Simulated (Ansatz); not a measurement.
Values for one crystal, relaxed and computed with plane-wave PAW r²SCAN (Ansatz code); other levels are named.

```yaml
volume_per_atom: 14.26 Å³
electronic_character: metallic (no gap)
Density of states at the Fermi level: 0.19 states/eV per atom (mean over ±0.08 eV)
Pressure derivative B′: 4.8
Bulk modulus (Birch–Murnaghan fit): 189 GPa
Formation energy from the elements (no fitted shifts): -0.41 eV/atom
Gap with spin–orbit coupling: none (metallic)
```

Question: Which of these materials gives this?
A. Si2Ru, P4/mmm (Si on 2h, Ru on 1a)
B. Si2Ni, fluorite or antifluorite type
C. GdP2Ru2, I4/mmm (Gd on 2a, P on 4e, Ru on 4d)
D. HfSi, Pnma (Hf on 4c, Si on 4c)

Answer: A, Si2Ru, P4/mmm (Si on 2h, Ru on 1a)

The first step of the workflow began from a Materials Project structure, measured or hypothetical; the Crystallography Open Database copy checked does not list it. Its standing as an ambient phase is unchecked. The r²SCAN relaxation kept the symmetry of its start; whether a distortion lowers the energy is not shown. The run is not spin-polarised. The references are the lowest solids computed at this level, not always the standard phases. Spin–orbit coupling is left out wherever it is not named.

Potentials: the later of the program's two PAW sets.
